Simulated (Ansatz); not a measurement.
A generator proposed this cell of MgCd₂SO₂.

```xyz
6
Lattice="4.2088 0.0000 0.0000 0.0000 4.2088 0.0000 0.0000 0.0000 5.4158" Properties=species:S:1:pos:R:3 pbc="T T T"
Mg    0.0000    0.0000    2.7079
Cd    2.1044    2.1044    3.9123
Cd    2.1044    2.1044    1.5036
S     0.0000    0.0000    0.0000
O     2.1044    0.0000    0.0000
O     0.0000    2.1044    0.0000
```

Computed with Ansatz 0.2.0, DFT PBE, scalar-relativistic, plane waves, PAW. Plane waves to 420 eV, a k mesh through Γ of 4×4×4 on the computed 6-atom cell and Gaussian smearing (0.10 eV); no spin polarisation.

Energies over the elements count from the elements' standard structures at the same level (O₂ as a molecule), with no fitted energy shifts.

Task: How far from equilibrium is it?

Result: The pressure is 3.3 GPa (the mean over three directions, positive in compression), the largest force is 3.17 eV/Å, and the energy is −0.11 eV/atom against the elements. The shortest distance is 2.10 Å.

Task: How much does it gain on relaxing, and where does it end?

Result: Relaxing gains under 0.1 eV/atom (the start's value is from the coarse mesh, so the gain is rough) in 14 ionic steps and ends at −0.15 eV/atom on the finer mesh. The symmetry stays P4/mmm (No. 123). The volume per atom grows by 3.0 %, from 16.0 to 16.5 Å³. The shortest distance goes from 2.10 Å (S–O) to 2.11 Å (S–O). Conventional cell: a = 4.218 Å, c = 5.554 Å. Mg is surrounded by 2 S at 2.78 Å and 8 Cd at 3.27 Å; Cd is surrounded by 4 O at 2.55 Å, 1 Cd at 2.69 Å, 1 Cd at 2.86 Å, 4 Mg at 3.27 Å and 4 S at 3.31 Å; S is surrounded by 4 O at 2.11 Å, 2 Mg at 2.78 Å and 8 Cd at 3.31 Å; O has 2 S at 2.11 Å and 4 Cd at 2.55 Å.

The last run used a 10×10×8 mesh (in the run's order of axes) for its 6-atom cell and Gaussian smearing of 0.10 eV. The reference form of S is held partly by dispersion forces, which this level lacks. The relaxation can't lower the symmetry of the start. Symmetry constrained the relaxation, so the result can be a saddle point. Another cell of MgCd2SO2 relaxed alike, in I4/mmm, lies 0.94 eV/atom lower, so this cell isn't the stable form at this level.
